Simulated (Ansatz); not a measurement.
Zn (fcc type), DFT, LDA, PAW with Ansatz's default frozen-core files, scalar-relativistic (Ansatz 0.2.0), on 1 thread of Intel(R) Xeon(R) Platinum 8375C CPU @ 2.90GHz (Ice Lake) (shared host).

Command: `ansatz run input.yaml --threads 1 --pin off --max-ram 3584MiB --backend cpu --events-out ev --progress --plain --runs-dir out`

```yaml
crystal:
  lattice:
    - [0.0, 1.9038277552, 1.9038277552]
    - [1.9038277552, 0.0, 1.9038277552]
    - [1.9038277552, 1.9038277552, 0.0]
  atoms:
    - { symbol: Zn, position: [0.0, 0.0, 0.0] }
kpoints:
  mp_grid: { grid: [17, 17, 17] }
scf:
  occupations: { method: fermi_dirac, width: 0.1 }
hamiltonian:
  xc: lda
  pseudopotentials: { kind: paw }
output:
  forces: true
  stress: true
  eigenvalues: true
relax:
  f_tol: 0.005
  max_steps: 40
  cell: { p_target: -1.7, stress_tol: 0.03 }
```

Problem. How large is the problem that the program sets up?

Solution. 165 irreducible k-points, 283 plane waves at Γ, 10 bands.

Problem. About how long does it take?

Solution. 4 s of wall time for 14 SCF iterations over 2 geometries. Times on shared machines scatter by tens of per cent.
